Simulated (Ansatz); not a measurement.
This Ansatz input for AuCu3-type GdCo3 was spoiled on purpose:

```yaml
crystal:
  lattice:
    - [3.8930853298, 0.0, 0.0]
    - [0.0, 3.8930853298, 0.0]
    - [0.0, 0.0, 3.8930853298]
  atoms:
    - { symbol: Gd, position: [0.0, 0.0, 0.0], spin: 7.0 }
    - { symbol: Co, position: [0.0, 0.5, 0.5], spin: -1.5 }
    - { symbol: Co, position: [0.5, 0.5, 0.0], spin: -1.5 }
    - { symbol: Co, position: [0.5, 0.0, 0.5], spin: -1.5 }
basis:
  ecutwfc: 420
  ecutrho_ratio: 4
kpoints:
  mp_grid: { grid: [1, 1, 1] }
hamiltonian:
  xc: pbe
  hubbard: { sites: [{ species: Gd, l: f, u_eff: 6.0 }] }
scf:
  occupations: { method: gaussian, width: 0.05 }
  max_iter: 75
output:
  forces: true
  stress: true
magnetization:
  spin_polarized: true
```

Launched as:
```sh
ansatz run input.yaml --threads 2 --pin off --max-ram 2662MiB --backend cpu --events-out ev --progress --plain --runs-dir out
```

What is wrong with it?

One k-point for a small cell. Against the sound input: kpoints.mp_grid.grid: [8, 8, 8] → [1, 1, 1] (the cap on iterations is only a precaution).

What the program printed:

```
SCF iter   1: F=—  HF=-24712.160155 eV  |F-HF|=—  |Δ(HF+E_count)|=         —  Δρ=6.82e-2 (↑6.82e-2 ↓5.03e-2)  dr2=1.94e0  dr2_m=1.46e0  M=4.616 μB ∫|m|=10.183 μB  β_m=0.30  ethr=2.81e-3  ⟨swp⟩=1.5  Hψ=485  notcnv=0
Mixer restart at iter 1: flushing history
SCF iter   2: F=—  HF=-24712.439060 eV  |F-HF|=—  |Δ(HF+E_count)|=   2.79e-1  Δρ=4.56e-2 (↑4.36e-2 ↓4.56e-2)  dr2=1.02e0  dr2_m=8.53e-1  M=4.667 μB ∫|m|=10.120 μB  β_m=0.65  ethr=2.81e-3  ⟨swp⟩=2.0  Hψ=132  notcnv=0
SCF iter   3: F=—  HF=-24713.464539 eV  |F-HF|=—  |Δ(HF+E_count)|=    1.03e0  Δρ=5.28e-2 (↑5.28e-2 ↓3.29e-2)  dr2=2.78e0  dr2_m=1.04e-1  M=5.000 μB ∫|m|=9.816 μB  β_m=0.53  ethr=1.48e-3  ⟨swp⟩=3.5  Hψ=196  notcnv=0  defer=7
SCF iter   4: F=—  HF=-24713.175923 eV  |F-HF|=—  |Δ(HF+E_count)|=   2.89e-1  Δρ=4.85e-3 (↑4.85e-3 ↓4.84e-3)  dr2=2.86e-2  dr2_m=6.77e-3  M=5.000 μB ∫|m|=9.768 μB  β_m=0.71  ethr=1.48e-3  ⟨swp⟩=3.0  Hψ=165  notcnv=0  defer=7
SCF iter   5: F=—  HF=-24713.182591 eV  |F-HF|=—  |Δ(HF+E_count)|=   6.67e-3  Δρ=3.43e-3 (↑3.43e-3 ↓3.29e-3)  dr2=1.63e-2  dr2_m=3.43e-4  M=5.000 μB ∫|m|=9.748 μB  β_m=0.64  ethr=4.14e-5  ⟨swp⟩=2.5  Hψ=185  notcnv=0  defer=14
SCF iter   6: F=—  HF=-24713.180256 eV  |F-HF|=—  |Δ(HF+E_count)|=   2.33e-3  Δρ=2.41e-3 (↑2.08e-3 ↓2.41e-3)  dr2=8.54e-3  dr2_m=1.14e-4  M=5.000 μB ∫|m|=9.752 μB  β_m=0.82  ethr=2.36e-5  ⟨swp⟩=2.0  Hψ=156  notcnv=0  defer=14
SCF iter   7: F=—  HF=-24713.179796 eV  |F-HF|=—  |Δ(HF+E_count)|=   4.61e-4  Δρ=1.30e-3 (↑1.30e-3 ↓1.15e-3)  dr2=2.80e-3  dr2_m=5.80e-5  M=5.000 μB ∫|m|=9.744 μB  β_m=0.77  ethr=1.24e-5  ⟨swp⟩=2.5  Hψ=143  notcnv=0  defer=14
SCF iter   8: F=—  HF=-24713.179683 eV  |F-HF|=—  |Δ(HF+E_count)|=   1.12e-4  Δρ=3.63e-4 (↑2.21e-4 ↓3.63e-4)  dr2=1.27e-4  dr2_m=9.19e-6  M=5.000 μB ∫|m|=9.743 μB  β_m=0.89  ethr=4.06e-6  ⟨swp⟩=2.5  Hψ=149  notcnv=0  defer=14
SCF iter   9: F=—  HF=-24713.179693 eV  |F-HF|=—  |Δ(HF+E_count)|=   9.91e-6  Δρ=1.28e-4 (↑6.15e-5 ↓1.28e-4)  dr2=7.03e-6  dr2_m=2.49e-6  M=5.000 μB ∫|m|=9.743 μB  β_m=0.88  ethr=1.84e-7  ⟨swp⟩=2.5  Hψ=145  notcnv=0  defer=14
SCF iter  10: F=—  HF=-24713.179705 eV  |F-HF|=—  |Δ(HF+E_count)|=   1.16e-5  Δρ=2.21e-5 (↑2.21e-5 ↓1.04e-5)  dr2=5.35e-7  dr2_m=3.62e-8  M=5.000 μB ∫|m|=9.742 μB  β_m=0.94  ethr=1.02e-8  ⟨swp⟩=2.0  Hψ=160  notcnv=0  defer=14
SCF iter  11: F=-24713.179705 eV  HF=-24713.179705 eV  |F-HF|=5.29e-8  |Δ(HF+E_count)|=   5.19e-8  Δρ=8.30e-6 (↑8.30e-6 ↓4.32e-6)  dr2=5.86e-8  dr2_m=3.14e-9  M=5.000 μB ∫|m|=9.742 μB  ethr=1.45e-10  ⟨swp⟩=3.0  Hψ=369  notcnv=0
```

```
SCF 1 converged in 11 iterations: F = -24713.179705 eV  dr2 = 5.86e-8
SCF converged after 11 iterations
Magnetization: 5.0000 μB (37.0000 up, 32.0000 down)
Absolute magnetization: 9.7425 μB (∫|ρ↑−ρ↓|, with the PAW one-centre terms)
Per-site moments (μB) at R_I (Å): [(7.09876, 1.13554), (-0.78215, 1.13554), (-0.78215, 1.13554), (-0.78215, 1.13554)]
Free energy (F): -24713.179705 eV
E sigma→0 (E₀):  -24713.160422 eV
Entropy (-TS):   -0.038566 eV (-9.641 meV/atom)
Fermi energy:    19.074070 eV
--- Forces (eV/Å), atoms counted from 1 ---
  atom   1  Gd     0.00000000     0.00000000     0.00000000
  atom   2  Co     0.00000000     0.00000000     0.00000000
  atom   3  Co     0.00000000     0.00000000     0.00000000
  atom   4  Co     0.00000000     0.00000000     0.00000000
--- Stress (GPa, compression-positive) ---
      -22.160297       0.000000       0.000000
        0.000000     -22.160297       0.000000
        0.000000       0.000000     -22.160297
  P = ⅓ Tr σ = -22.1603 GPa (-221.603 kbar)
```

The run converged all the same; its pressure of -22 GPa shows the fault against the sound run's. Its energy lies -883 meV/atom from the sound one. Run time: 2.1 s on 2 threads of Arm Neoverse V1, on a shared host, peak memory 0.32 GiB. The run before the change (PBE+U (U_eff = 6 eV on Gd 4f), 420 eV, 8×8×8 mesh) gave:

| run | P (GPa) | gap on the mesh (eV) | cell moment (μB) | largest force component (eV/Å) |
| --- | --- | --- | --- | --- |
| sound | 0.1 | metal | 3.72 | 0.000 |
| spoiled | -22.2 | metal | 5.00 | 0.000 |

The two runs also differ in their start: the sound one had the moments 7.87, -1.44, -1.44, -1.44 μB typed, and went on from the state of an earlier run.

The cell came from substitution into a structure type; no database entry of this phase was matched, which doesn't show that none exists.

Of that run: Open d and f shells can converge to several self-consistent states; this is the one that the run reached.
